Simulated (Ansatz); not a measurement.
An elastic tensor (GPa, Voigt order, standard axes) from plane-wave PAW LDA (Ansatz code):

|  | 1 | 2 | 3 | 4 | 5 | 6 |
|---|---|---|---|---|---|---|
| 1 | 425 | 169 | 169 | 0.0 | 0.0 | 0.0 |
| 2 | 169 | 425 | 169 | 0.0 | 0.0 | 0.0 |
| 3 | 169 | 169 | 425 | 0.0 | 0.0 | 0.0 |
| 4 | 0.0 | 0.0 | 0.0 | 136 | 0.0 | 0.0 |
| 5 | 0.0 | 0.0 | 0.0 | 0.0 | 136 | 0.0 |
| 6 | 0.0 | 0.0 | 0.0 | 0.0 | 0.0 | 136 |

Q: Which compound is it?
A. ZrAl3, Cu3Au type
B. LaSb, rock salt
C. CoSi, P2_13 (Co on 4a, Si on 4a)
D. ZrCu, CsCl type

A: C, CoSi, P2_13 (Co on 4a, Si on 4a)

The LDA relaxation kept the symmetry of its start; phonons on a q-mesh show no instability. The run is not spin-polarised. As this level gives no gap, shear constants depend on the k-mesh and smearing (Fermi–Dirac, 0.1 eV here).

Potentials: the later of the program's two PAW sets.
